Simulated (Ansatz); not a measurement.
Ansatz input file:

```yaml
crystal:
  lattice:
    - [-2.1033033662, 2.1033033662, 3.43834379]
    - [2.1033033662, -2.1033033662, 3.43834379]
    - [2.1033033662, 2.1033033662, -3.43834379]
  atoms:
    - { symbol: Li, position: [0.25, 0.75, 0.5] }
    - { symbol: Li, position: [0.75, 0.25, 0.5] }
    - { symbol: Li, position: [0.5, 0.5, 0.0] }
    - { symbol: Ag, position: [0.0, 0.0, 0.0] }
basis:
  ecutwfc: 420
kpoints:
  mp_grid: { grid: [14, 14, 14] }
hamiltonian:
  xc: lda
scf:
  occupations: { method: gaussian, width: 0.1 }
output:
  forces: true
  stress: true
  eigenvalues: true
```

Run as
```bash
ansatz run input.yaml --threads 1 --pin off --max-ram 1331MiB --backend cpu --events-out ev --progress --plain --runs-dir out
```

Computed with Ansatz 0.2.0, DFT LDA, scalar-relativistic, plane waves, PAW.

Abridged output:

```
Pseudopotentials: kind: paw
Pseudopotential: Li, paw, valence charge 3, recommended cutoff 420 eV (normal)
Pseudopotential: Ag, paw, valence charge 19, recommended cutoff 420 eV (normal)
Functional definition: SPW92
Crystal: 4 atoms, lattice volume = 60.843 Å³
Basis set: ecut = 420 eV, 1183 PW (Γ)
Bands: 18, of which v1, the nominal top of the filled ones, is band 14 counted from 1 (13 counted from 0)
Symmetry: 16 space group operations
Space group: I4/mmm (ITA 139), of the structure as read, at distance tolerance 3.9e-5 Å
k-points: 244 of 2744
Initial density: superposition of atomic densities (neutral atoms: chi_scale 0, normalization atom), corrected by the library's trained network
Initial wavefunctions: pseudopotential atomic-orbital guess
Functional: x = slater, c = lda
SCF iter   1: F=—  HF=-8063.707405 eV  |F-HF|=—  |Δ(HF+E_count)|=         —  Δρ=7.59e-3  dr2=1.97e-2  ethr=1.77e-3  ⟨swp⟩=3.3  Hψ=17455  notcnv=0
SCF iter   2: F=—  HF=-8063.690639 eV  |F-HF|=—  |Δ(HF+E_count)|=   1.68e-2  Δρ=2.96e-3  dr2=2.05e-3  ethr=7.04e-5  ⟨swp⟩=2.0  Hψ=8814  notcnv=0  defer=6
SCF iter   3: F=—  HF=-8063.687942 eV  |F-HF|=—  |Δ(HF+E_count)|=   2.70e-3  Δρ=9.63e-4  dr2=4.27e-4  ethr=7.31e-6  ⟨swp⟩=2.0  Hψ=6648  notcnv=0  defer=6
SCF iter   4: F=—  HF=-8063.687831 eV  |F-HF|=—  |Δ(HF+E_count)|=   1.10e-4  Δρ=3.22e-4  dr2=1.07e-4  ethr=1.52e-6  ⟨swp⟩=2.8  Hψ=7337  notcnv=0  defer=6
SCF iter   5: F=—  HF=-8063.687797 eV  |F-HF|=—  |Δ(HF+E_count)|=   3.44e-5  Δρ=7.13e-5  dr2=4.44e-6  ethr=3.81e-7  ⟨swp⟩=2.0  Hψ=4868  notcnv=0  defer=6
SCF iter   6: F=—  HF=-8063.687792 eV  |F-HF|=—  |Δ(HF+E_count)|=   4.82e-6  Δρ=1.51e-5  dr2=2.15e-7  ethr=1.58e-8  ⟨swp⟩=2.1  Hψ=5101  notcnv=0  defer=6
SCF iter   7: F=-8063.687792 eV  HF=-8063.687792 eV  |F-HF|=4.31e-9  |Δ(HF+E_count)|=   3.07e-8  Δρ=4.25e-6  dr2=1.35e-8  ethr=3.57e-10  ⟨swp⟩=4.7  Hψ=14587  notcnv=0
SCF 1 converged in 7 iterations: F = -8063.687792 eV  dr2 = 1.35e-8
SCF converged after 7 iterations
Free energy (F): -8063.687792 eV
Harris-Foulkes:  -8063.687792 eV  (|F-HF|=4.31e-9)
Internal energy: -8063.680294 eV  (E = F + TS)
E sigma→0 (E₀):  -8063.684043 eV
Entropy (-TS):   -0.007498 eV (-1.874 meV/atom)
Fermi energy:    6.250662 eV
--- Per-component energies (eV) ---
  E_band       = -669.696270
  E_kinetic    = 594.802204
  E_local      = -3760.651342  (includes V_loc(G=0)·N_el)
  E_nonlocal   = -14.003719
  E_hartree    = 1616.486744
  E_xc         = -215.537357
  E_vxc        = -276.119137  (∫ρ·V_xc dr)
  E_paw        = -3825.110576  (= ΣΔE_a)
  E_vpaw       = -446.697364  (= ΣTr[D̂ρ^β])
  E_aug_tail   = 0.000278  (compensation charges beyond the density's cutoff)
  E_ewald      = -2460.391334
  E_core_change = 0.724807  (= ΣΔE_core)
  E_smearing   = -0.007498  (= −TS)
--- Forces (eV/Å), atoms counted from 1 ---
  atom   1  Li     0.00000000     0.00000000     0.00000000
  atom   2  Li     0.00000000     0.00000000     0.00000000
  atom   3  Li     0.00000000     0.00000000     0.00000000
  atom   4  Ag     0.00000000     0.00000000     0.00000000
--- Stress (GPa, compression-positive) ---
       -0.230236       0.000000       0.000000
        0.000000      -0.230236       0.000000
        0.000000       0.000000      -0.068977
  P = ⅓ Tr σ = -0.1765 GPa (-1.765 kbar)
--- Band table (eV; the first three rows and the last of 244) ---
  k-point 0: bands = ["-85.9129", "-49.4404", "-49.4385", "-49.4385", "-39.0423", "-38.6738", "-38.6551", "1.0223", "1.3178", "1.3938", "1.3938", "1.5732", "1.6605", "10.2624", "10.2624", "10.3823", "10.9710", "11.2640"]
  k-point 1: bands = ["-85.9129", "-49.4405", "-49.4385", "-49.4385", "-39.0421", "-38.6734", "-38.6556", "1.0895", "1.3341", "1.3929", "1.3997", "1.5750", "1.6472", "9.7064", "9.8190", "10.2074", "10.6045", "11.2865"]
  k-point 2: bands = ["-85.9129", "-49.4405", "-49.4386", "-49.4386", "-39.0416", "-38.6724", "-38.6569", "1.2766", "1.3826", "1.3904", "1.4185", "1.5760", "1.6319", "8.7849", "8.7889", "10.0420", "10.9109", "11.3489"]
  k-point 243: bands = ["-85.9129", "-49.4409", "-49.4386", "-49.4386", "-39.0389", "-38.6746", "-38.6570", "1.2229", "1.3589", "1.6680", "1.6680", "1.7148", "3.3437", "4.4884", "6.9232", "6.9232", "10.9534", "12.7480"]
```

The run converged.